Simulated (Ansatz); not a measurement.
Ansatz (a program for electronic structure) input:

Ansatz 0.2 input:
```yaml
crystal:
  lattice:
    - [3.1168961211, 0.0, 0.0]
    - [-1.5584480606, 2.6993112219, 0.0]
    - [0.0, 0.0, 5.834874656]
  atoms:
    - { symbol: Si, position: [0.3333333333, 0.6666666667, 0.3556653288] }
    - { symbol: Si, position: [0.6666666667, 0.3333333333, 0.8556653288] }
    - { symbol: B, position: [0.3333333333, 0.6666666667, 0.0193246712] }
    - { symbol: B, position: [0.6666666667, 0.3333333333, 0.5193246712] }
kpoints:
  mp_grid: { grid: [26, 26, 12] }
hamiltonian:
  xc: lda
  pseudopotentials: { kind: paw }
scf:
  occupations: { method: fermi_dirac, width: 0.1 }
elastic: { mode: relaxed_ion, stencil: two_point, amplitude: 0.005, f_tol: 0.0005 }
```

Output (shortened):

```
Pseudopotentials: kind: paw
Pseudopotential: Si, paw, valence charge 4
Pseudopotential: B, paw, valence charge 3
Functional definition: SPW92
Crystal: 4 atoms, lattice volume = 49.092 Å³
Basis set: ecut = 420 eV, 943 PW (Γ)
Bands: 11, of which v1, the nominal top of the filled ones, is band 7 counted from 1 (6 counted from 0)
Symmetry: 12 space group operations
Space group: P63mc (ITA 186), of the structure as read, at distance tolerance 3.7e-5 Å
k-points: 490 of 8112 (time reversal used)
PAW frozen core: Si, regenerated for the run's functional, and the local potential with it
PAW frozen core: B, regenerated for the run's functional, and the local potential with it
Initial wavefunctions: pseudopotential atomic-orbital guess
Eigensolver: davidson
Functional: x = slater, c = lda
all-band conjugate gradients solve this SCF's bands
the search or the solves at the SCF's close seem to have found levels that the self-consistency loop had missed (the run counts 1) …
SCF 1 converged in 9 iterations: F = -1515.308638 eV  dr2 = 3.34e-15
relax step   1: F+E_penalty+E_count = -1515.30863766 eV  Δ(F+E_penalty+E_count) = +0.000e0 eV  max|allowed force component| = 3.517e-2 eV/Å  Δτ_max = 0.0000 Å  (9 SCF iters, accepted)
Crystal: 4 atoms, lattice volume = 49.092 Å³
Initial density: handed on by an earlier stage of this run
Initial wavefunctions: pseudopotential atomic-orbital guess (no wavefunctions were taken with the density)
SCF 2 converged in 7 iterations: F = -1515.308685 eV  dr2 = 2.35e-15
relax step   2: F+E_penalty+E_count = -1515.30868530 eV  Δ(F+E_penalty+E_count) = -4.764e-5 eV  max|allowed force component| = 1.896e-2 eV/Å  Δτ_max = 0.0004 Å  (7 SCF iters, accepted)
density extrapolation: transplant  |δρ|_rms = 5.201e-2 e/Å³  SAD shift = 1.599e-4 e/Å³
Crystal: 4 atoms, lattice volume = 49.092 Å³
Initial wavefunctions: those handed on with the density
SCF 3 converged in 6 iterations: F = -1515.308705 eV  dr2 = 2.88e-14
relax step   3: F+E_penalty+E_count = -1515.30870494 eV  Δ(F+E_penalty+E_count) = -1.964e-5 eV  max|allowed force component| = 1.508e-4 eV/Å  Δτ_max = 0.0005 Å  (6 SCF iters, accepted)
Crystal: 4 atoms, lattice volume = 49.092 Å³
SCF 4 converged in 11 iterations: F = -1515.308705 eV  dr2 = 1.95e-19
Crystal: 4 atoms, lattice volume = 48.846 Å³
Basis set: ecut = 420 eV, 939 PW (Γ)
Symmetry: 4 space group operations
k-points: 1281 of 8112 (time reversal used)
SCF 5 converged in 8 iterations: F = -1515.307498 eV  dr2 = 8.09e-15
relax step   1: F+E_penalty+E_count = -1515.30749756 eV  Δ(F+E_penalty+E_count) = +0.000e0 eV  max|allowed force component| = 4.388e-2 eV/Å  Δτ_max = 0.0000 Å  (8 SCF iters, accepted)
density extrapolation: transplant  |δρ|_rms = 5.226e-2 e/Å³  SAD shift = 7.124e-4 e/Å³
Crystal: 4 atoms, lattice volume = 48.846 Å³
SCF 6 converged in 7 iterations: F = -1515.307825 eV  dr2 = 8.46e-15
relax step   2: F+E_penalty+E_count = -1515.30782493 eV  Δ(F+E_penalty+E_count) = -3.274e-4 eV  max|allowed force component| = 1.422e-2 eV/Å  Δτ_max = 0.0025 Å  (7 SCF iters, accepted)
density extrapolation: transplant  |δρ|_rms = 5.232e-2 e/Å³  SAD shift = 2.734e-4 e/Å³
Crystal: 4 atoms, lattice volume = 48.846 Å³
SCF 7 converged in 6 iterations: F = -1515.307852 eV  dr2 = 3.51e-14
relax step   3: F+E_penalty+E_count = -1515.30785231 eV  Δ(F+E_penalty+E_count) = -2.738e-5 eV  max|allowed force component| = 1.454e-3 eV/Å  Δτ_max = 0.0010 Å  (6 SCF iters, accepted)
density extrapolation: transplant  |δρ|_rms = 5.232e-2 e/Å³  SAD shift = 1.094e-4 e/Å³
Crystal: 4 atoms, lattice volume = 48.846 Å³
SCF 8 converged in 6 iterations: F = -1515.307845 eV  dr2 = 1.98e-14
relax step   4: F+E_penalty+E_count = -1515.30784536 eV  Δ(F+E_penalty+E_count) = +6.958e-6 eV  max|allowed force component| = 1.161e-2 eV/Å  Δτ_max = 0.0004 Å  (6 SCF iters, rejected (line search))
density extrapolation: transplant  |δρ|_rms = 5.230e-2 e/Å³  SAD shift = 9.698e-5 e/Å³
Crystal: 4 atoms, lattice volume = 48.846 Å³
SCF 9 converged in 10 iterations: F = -1515.307853 eV  dr2 = 0.0
relax step   5: F+E_penalty+E_count = -1515.30785254 eV  Δ(F+E_penalty+E_count) = -2.273e-7 eV  max|allowed force component| = 2.854e-5 eV/Å  Δτ_max = 0.0001 Å  (10 SCF iters, accepted)
Crystal: 4 atoms, lattice volume = 48.846 Å³
SCF 10 converged in 6 iterations: F = -1515.307853 eV  dr2 = 0.0
Crystal: 4 atoms, lattice volume = 49.337 Å³
SCF 11 converged in 8 iterations: F = -1515.308421 eV  dr2 = 1.75e-15
relax step   1: F+E_penalty+E_count = -1515.30842087 eV  Δ(F+E_penalty+E_count) = +0.000e0 eV  max|allowed force component| = 4.222e-2 eV/Å  Δτ_max = 0.0000 Å  (8 SCF iters, accepted)
density extrapolation: transplant  |δρ|_rms = 5.172e-2 e/Å³  SAD shift = 9.155e-4 e/Å³
Crystal: 4 atoms, lattice volume = 49.337 Å³
SCF 12 converged in 7 iterations: F = -1515.308768 eV  dr2 = 2.17e-14
relax step   2: F+E_penalty+E_count = -1515.30876786 eV  Δ(F+E_penalty+E_count) = -3.470e-4 eV  max|allowed force component| = 2.682e-3 eV/Å  Δτ_max = 0.0031 Å  (7 SCF iters, accepted)
density extrapolation: transplant  |δρ|_rms = 5.165e-2 e/Å³  SAD shift = 5.612e-5 e/Å³
Crystal: 4 atoms, lattice volume = 49.337 Å³
SCF 13 converged in 10 iterations: F = -1515.308769 eV  dr2 = 0.0
relax step   3: F+E_penalty+E_count = -1515.30876899 eV  Δ(F+E_penalty+E_count) = -1.132e-6 eV  max|allowed force component| = 1.839e-5 eV/Å  Δτ_max = 0.0002 Å  (10 SCF iters, accepted)
Crystal: 4 atoms, lattice volume = 49.337 Å³
SCF 14 converged in 6 iterations: F = -1515.308769 eV  dr2 = 0.0
Crystal: 4 atoms, lattice volume = 48.846 Å³
Basis set: ecut = 420 eV, 931 PW (Γ)
SCF 15 converged in 8 iterations: F = -1515.307685 eV  dr2 = 1.87e-15
relax step   1: F+E_penalty+E_count = -1515.30768474 eV  Δ(F+E_penalty+E_count) = +0.000e0 eV  max|allowed force component| = 7.968e-2 eV/Å  Δτ_max = 0.0000 Å  (8 SCF iters, accepted)
density extrapolation: transplant  |δρ|_rms = 5.251e-2 e/Å³  SAD shift = 6.778e-4 e/Å³
Crystal: 4 atoms, lattice volume = 48.846 Å³
SCF 16 converged in 7 iterations: F = -1515.308036 eV  dr2 = 4.59e-15
relax step   2: F+E_penalty+E_count = -1515.30803583 eV  Δ(F+E_penalty+E_count) = -3.511e-4 eV  max|allowed force component| = 1.285e-3 eV/Å  Δτ_max = 0.0022 Å  (7 SCF iters, accepted)
density extrapolation: transplant  |δρ|_rms = 5.239e-2 e/Å³  SAD shift = 1.110e-5 e/Å³
Crystal: 4 atoms, lattice volume = 48.846 Å³
SCF 17 converged in 9 iterations: F = -1515.308036 eV  dr2 = 2.03e-19
relax step   3: F+E_penalty+E_count = -1515.30803592 eV  Δ(F+E_penalty+E_count) = -9.355e-8 eV  max|allowed force component| = 2.388e-5 eV/Å  Δτ_max = 0.0000 Å  (9 SCF iters, accepted)
Crystal: 4 atoms, lattice volume = 48.846 Å³
SCF 18 converged in 6 iterations: F = -1515.308036 eV  dr2 = 0.0
Crystal: 4 atoms, lattice volume = 49.337 Å³
SCF 19 converged in 8 iterations: F = -1515.306279 eV  dr2 = 2.13e-15
relax step   1: F+E_penalty+E_count = -1515.30627857 eV  Δ(F+E_penalty+E_count) = +0.000e0 eV  max|allowed force component| = 7.155e-2 eV/Å  Δτ_max = 0.0000 Å  (8 SCF iters, accepted)
density extrapolation: transplant  |δρ|_rms = 5.146e-2 e/Å³  SAD shift = 6.296e-4 e/Å³
Crystal: 4 atoms, lattice volume = 49.337 Å³
SCF 20 converged in 7 iterations: F = -1515.306558 eV  dr2 = 5.88e-15
relax step   2: F+E_penalty+E_count = -1515.30655786 eV  Δ(F+E_penalty+E_count) = -2.793e-4 eV  max|allowed force component| = 3.109e-3 eV/Å  Δτ_max = 0.0020 Å  (7 SCF iters, accepted)
density extrapolation: transplant  |δρ|_rms = 5.155e-2 e/Å³  SAD shift = 2.623e-5 e/Å³
Crystal: 4 atoms, lattice volume = 49.337 Å³
SCF 21 converged in 9 iterations: F = -1515.306558 eV  dr2 = 1.47e-19
relax step   3: F+E_penalty+E_count = -1515.30655838 eV  Δ(F+E_penalty+E_count) = -5.169e-7 eV  max|allowed force component| = 4.828e-5 eV/Å  Δτ_max = 0.0001 Å  (9 SCF iters, accepted)
Crystal: 4 atoms, lattice volume = 49.337 Å³
SCF 22 converged in 6 iterations: F = -1515.306558 eV  dr2 = 0.0
Crystal: 4 atoms, lattice volume = 49.091 Å³
Symmetry: 2 space group operations
k-points: 2121 of 8112 (time reversal used)
SCF 23 converged in 8 iterations: F = -1515.308293 eV  dr2 = 7.85e-14
relax step   1: F+E_penalty+E_count = -1515.30829310 eV  Δ(F+E_penalty+E_count) = +0.000e0 eV  max|allowed force component| = 2.456e-2 eV/Å  Δτ_max = 0.0000 Å  (8 SCF iters, accepted)
density extrapolation: transplant  |δρ|_rms = 5.199e-2 e/Å³  SAD shift = 2.525e-4 e/Å³
Crystal: 4 atoms, lattice volume = 49.091 Å³
SCF 24 converged in 8 iterations: F = -1515.308358 eV  dr2 = 1.25e-15
relax step   2: F+E_penalty+E_count = -1515.30835803 eV  Δ(F+E_penalty+E_count) = -6.493e-5 eV  max|allowed force component| = 1.113e-2 eV/Å  Δτ_max = 0.0009 Å  (8 SCF iters, accepted)
density extrapolation: transplant  |δρ|_rms = 5.199e-2 e/Å³  SAD shift = 2.151e-4 e/Å³
Crystal: 4 atoms, lattice volume = 49.091 Å³
SCF 25 converged in 8 iterations: F = -1515.308375 eV  dr2 = 1.52e-14
relax step   3: F+E_penalty+E_count = -1515.30837546 eV  Δ(F+E_penalty+E_count) = -1.742e-5 eV  max|allowed force component| = 6.750e-5 eV/Å  Δτ_max = 0.0008 Å  (8 SCF iters, accepted)
Crystal: 4 atoms, lattice volume = 49.091 Å³
SCF 26 converged in 6 iterations: F = -1515.308375 eV  dr2 = 1.07e-19
Crystal: 4 atoms, lattice volume = 49.091 Å³
SCF 27 converged in 8 iterations: F = -1515.308293 eV  dr2 = 5.91e-14
relax step   1: F+E_penalty+E_count = -1515.30829310 eV  Δ(F+E_penalty+E_count) = +0.000e0 eV  max|allowed force component| = 2.456e-2 eV/Å  Δτ_max = 0.0000 Å  (8 SCF iters, accepted)
density extrapolation: transplant  |δρ|_rms = 5.199e-2 e/Å³  SAD shift = 4.678e-4 e/Å³
Crystal: 4 atoms, lattice volume = 49.091 Å³
SCF 28 converged in 8 iterations: F = -1515.308375 eV  dr2 = 1.74e-14
relax step   2: F+E_penalty+E_count = -1515.30837542 eV  Δ(F+E_penalty+E_count) = -8.232e-5 eV  max|allowed force component| = 4.706e-4 eV/Å  Δτ_max = 0.0018 Å  (8 SCF iters, accepted)
Crystal: 4 atoms, lattice volume = 49.091 Å³
SCF 29 converged in 6 iterations: F = -1515.308375 eV  dr2 = 0.0
SCF converged after 11 iterations
Stability not checked: this state was not tested for a lower state beside it, because too few of the mixer's solves of this state at the end of the SCF gave a …
Free energy (F): -1515.308705 eV
Harris-Foulkes:  -1515.308705 eV  (|F-HF|=2.27e-13)
Internal energy: -1515.263863 eV  (E = F + TS)
E sigma→0 (E₀):  -1515.286284 eV
Entropy (-TS):   -0.044842 eV (-11.211 meV/atom)
Fermi energy:    7.218669 eV
--- Per-component energies (eV) ---
  E_band       = 34.795767
  E_kinetic    = 178.413883
  E_local      = -84.121511  (includes V_loc(G=0)·N_el)
  E_nonlocal   = 79.833575
  E_hartree    = 21.744920
  E_xc         = -173.973346
  E_vxc        = -170.841393  (∫ρ·V_xc dr)
  E_paw        = -1117.412849  (= ΣΔE_a)
  E_vpaw       = -11.978634  (= ΣTr[D̂ρ^β])
  E_aug_tail   = 0.000005  (compensation charges beyond the density's cutoff)
  E_ewald      = -420.008871
  E_core_change = 0.260330  (= ΣΔE_core)
  E_smearing   = -0.044842  (= −TS)
  E_closure    = 0.000000  (closes the sum)
  Σ components = -1515.308705   (vs F -1515.308705, Δ=0.00e0)
--- Forces (eV/Å), atoms counted from 1 ---
  atom   1  Si     0.00000000     0.00000000     0.00014065
  atom   2  Si     0.00000000     0.00000000     0.00014065
  atom   3  B      0.00000000     0.00000000    -0.00016114
  atom   4  B      0.00000000     0.00000000    -0.00016114
  max |Σ_I F_I| component: 4.10e-5 eV/Å
--- Stress (GPa, compression-positive) ---
        0.299436       0.000000       0.000000
        0.000000       0.299436       0.000000
        0.000000       0.000000      -0.470156
  P = ⅓ Tr σ = 0.0429 GPa (0.429 kbar)
  The stress holds the Pulay correction. Without it, at fixed plane waves, as pw.x and ABINIT print it: P = -0.0868 GPa
  The stress includes an estimate of the error left by incomplete SCF convergence (largest component  0.0000 GPa; it does not cover the PAW one-centre terms).
--- Band table (eV; the first three rows and the last of 490) ---
  k-point 0: bands = ["-5.4077", "-2.6071", "-0.3040", "7.1772", "8.7557", "8.7557", "10.0694", "10.0694", "11.5940", "13.8251", "13.8251"]
  k-point 1: bands = ["-5.3818", "-2.7421", "-0.1225", "6.9601", "8.7729", "8.7729", "10.0387", "10.0387", "11.7913", "13.8545", "13.8545"]
  k-point 2: bands = ["-5.3045", "-3.0598", "0.3340", "6.4057", "8.8240", "8.8240", "9.9514", "9.9514", "12.2806", "13.9404", "13.9404"]
  k-point 489: bands = ["0.2052", "0.2052", "1.2044", "1.2044", "3.2150", "3.2150", "6.0538", "6.0538", "11.7272", "11.7272", "12.2862"]
  band table: 11 of 11 bands, residual norms ≤ 1.0e-3 eV
--- Elastic constants: 3 strain directions × 2 members + reference (group order 12) ---
  dense FFT box of the reference and of every strained cell: 24×24×40
  strains applied: 11, 33, 23; error gains …
  reference relaxed by the batch: 3 steps …
  largest displacement 9.5e-4 Å; the constants are those of the deck's cell at these positions:
  atoms:
    - { symbol: Si, position: [0.3333333333333333, 0.6666666666666666, 0.35582899256471134] }
    - { symbol: Si, position: [0.6666666666666666, 0.3333333333333333, 0.8558289925647115] }
    - { symbol: B, position: [0.3333333333333333, 0.6666666666666666, 0.019161007435288493] }
    - { symbol: B, position: [0.6666666666666666, 0.3333333333333333, 0.5191610074352885] }
  C = ∂σ_k/∂η_j (tension-positive GPa; Voigt order 11 22 33 23 13 12):
       103.604    160.088    101.661      0.000      0.000      0.000
       160.088    103.604    101.661      0.000      0.000      0.000
       100.626    100.626    368.067      0.000      0.000      0.000
         0.000      0.000      0.000     86.855      0.000      0.000
         0.000      0.000      0.000      0.000     86.855      0.000
         0.000      0.000      0.000      0.000      0.000    -28.242
  reference stress σ⁰ (GPa):     -0.299     -0.299      0.470      0.000      0.000      0.000
  moduli (Voigt/Reuss/Hill, GPa): K = 144.45/128.68/136.56   G = 43.29/-137.08/-46.90   E = -158.88   ν = 0.694
  mechanically stable: NO (min eigenvalue of sym C = -56.48 GPa)
  strain η (Voigt 11):  stress-route row diagonal C_11 = 103.60 GPa, energy-path curvature d²(F+E_count+ΔE)/dδ²/Ω₀ = 103.58 GPa
         δ    σ_11 (GPa)             F (eV)   n_scf  n_hpsi   n_pw
    -5.000e-3      -0.8166       -1515.3078525       6  210251    972   relax 5 steps, max|allowed force component| 2.85e-5 eV/Å
     5.000e-3       0.2195       -1515.3087690       6  210375    982   relax 3 steps, max|allowed force component| 1.84e-5 eV/Å
  strain η (Voigt 33):  stress-route row diagonal C_33 = 368.07 GPa, energy-path curvature d²(F+E_count+ΔE)/dδ²/Ω₀ = 368.37 GPa
         δ    σ_33 (GPa)             F (eV)   n_scf  n_hpsi   n_pw
    -5.000e-3      -1.3330       -1515.3080359       6   80344    972   relax 3 steps, max|allowed force component| 2.39e-5 eV/Å
     5.000e-3       2.3477       -1515.3065584       6   80204    980   relax 3 steps, max|allowed force component| 4.83e-5 eV/Å
  strain η (Voigt 23):  stress-route row diagonal C_44 = 86.86 GPa, energy-path curvature d²(F+E_count+ΔE)/dδ²/Ω₀ = 86.82 GPa
         δ    σ_23 (GPa)             F (eV)   n_scf  n_hpsi   n_pw
    -5.000e-3      -0.4343       -1515.3083755       6  350661    975   relax 3 steps, max|allowed force component| 6.75e-5 eV/Å
     5.000e-3       0.4343       -1515.3083754       6  350364    975   relax 2 steps, max|allowed force component| 4.71e-4 eV/Å
```

Cost: about 23 core-minutes (a rough figure) on shared cores.

Space group P6_3mc (wurtzite). The first step of the workflow began from a Materials Project structure, measured or hypothetical; the Crystallography Open Database copy checked does not list it. Whether it is the stable phase at ambient conditions was not checked. The LDA relaxation kept the symmetry of its start. At this level the phase is mechanically unstable. Its formation energy is positive at this level, so the cell may be metastable or incomplete. As this level gives no gap, shear constants depend on the k-mesh and smearing (Fermi–Dirac, 0.1 eV here). On the denser mesh and wider smearing of the elastic run this cell carries a stress of 0.5 GPa.

Potentials: the later of the program's two PAW sets.

Ansatz is a plane-wave DFT program.
